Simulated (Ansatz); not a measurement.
FeAs$_{2}$ in space group Pnnm (No. 58; Fe on 2a, As on 4g), r²SCAN (plane waves, PAW; program Ansatz). The conduction-band minimum lies on the Γ–Z line, 54 % of the way from Γ, with 2 equivalent valleys. Second derivatives d²E/dk² of the lowest band at one valley (eV·Å²), along Cartesian directions:

```tsv
direction	d²E/dk²
[100]	8.245
[010]	2.378
[001]	6.826
[110]	5.310
[101]	7.534
[011]	4.602
```

Q: Find the principal effective masses, the density-of-states mass and the conductivity mass.

A: Off-diagonal terms follow from H_xy = H[110] − (H_xx + H_yy)/2, and m*/mₑ = 7.620 eV·Å² over each eigenvalue: 0.92, 1.1, 3.2. One valley's DOS mass (m₁m₂m₃)^(1/3) = 1.5, conductivity mass 3/(Σ 1/mᵢ) = 1.3 mₑ.

Q: What effective density of states Nc follows at 300 K for parabolic valleys?

A: Nc = 2.509e19 × 2 × (1.5)^(3/2) ≈ 9.2e19 cm⁻³.

The workflow started from a Materials Project entry (that database holds measured and hypothetical structures alike); the Crystallography Open Database files this formula in space group No. 58, but the cells were not matched. Whether it is the stable phase at ambient conditions was not checked. Symmetry was held in the r²SCAN relaxation; its stability against distortions is not shown here. No spin polarisation was allowed. Spin–orbit coupling is left out wherever it is not named.

Potentials: the later of the program's two PAW sets.

Edges and masses are those of Kohn–Sham bands, whose gap is no quasiparticle gap.
